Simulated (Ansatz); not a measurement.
Relaxed-ion elastic tensor of SiGeC₂ in space group P-4m2 (No. 115; Si on 1a, C on 2g, Ge on 1c) in GPa (Voigt order), DFT-r²SCAN in the program Ansatz with PAW potentials; density 4.67 g/cm³, 11.10 Å³ per atom.

```json
[
 {"": "1", "1": "484", "2": "21.0", "3": "125", "4": "0.0", "5": "0.0", "6": "0.0"},
 {"": "2", "1": "21.0", "2": "484", "3": "125", "4": "0.0", "5": "0.0", "6": "0.0"},
 {"": "3", "1": "125", "2": "125", "3": "372", "4": "0.0", "5": "0.0", "6": "0.0"},
 {"": "4", "1": "0.0", "2": "0.0", "3": "0.0", "4": "227", "5": "0.0", "6": "0.0"},
 {"": "5", "1": "0.0", "2": "0.0", "3": "0.0", "4": "0.0", "5": "227", "6": "0.0"},
 {"": "6", "1": "0.0", "2": "0.0", "3": "0.0", "4": "0.0", "5": "0.0", "6": "128"}
]
```

### Question
Is the crystal mechanically stable?

### Answer
Yes: the smallest eigenvalue of C is 128 GPa.

### Question
Work out the Voigt, Reuss and Hill averages.

### Answer
K_V = 209, K_R = 209, K_H = 209; G_V = 188, G_R = 173, G_H = 180 GPa.

### Question
Give Young's modulus, Poisson's ratio, Pugh's ratio and the universal anisotropy index.

### Answer
E = 9KG/(3K + G) = 420 GPa; ν = 0.16; K/G = 1.16 (brittle by the Pugh limit of 1.75); A_U = 5G_V/G_R + K_V/K_R − 6 = 0.43.

### Question
Estimate the sound speeds and the Debye temperature.

### Answer
v_l = √((K + 4G/3)/ρ) = 9820 m/s, v_t = √(G/ρ) = 6220 m/s, mean 6840 m/s; Θ = (h/k)(3n/4πV)^(1/3) v_m = 913 K.

### Question
Solve the Christoffel equation for the three sound speeds along x, y, z.

### Answer
Eigenvalues of C_ijkl n_j n_l equal ρv² (piezoelectric stiffening left out). In km/s, slowest first: x 5.25, 6.98, 10.18; y 5.25, 6.98, 10.18; z 6.98, 6.98, 8.93.

### Question
How much does each axis shrink under pressure?

### Answer
Linear compressibilities β_i = Σ_j S_ij (j = 1 to 3): x 1.6, y 1.6, z 1.6 per TPa.

The start of the workflow was typed in or built on a structure type; neither database checked (COD, Materials Project) lists it. Whether it is the stable phase at ambient conditions was not checked. The r²SCAN relaxation kept the symmetry of its start; its stability against distortions is not shown here.

Potentials: the earlier of the program's two PAW sets.
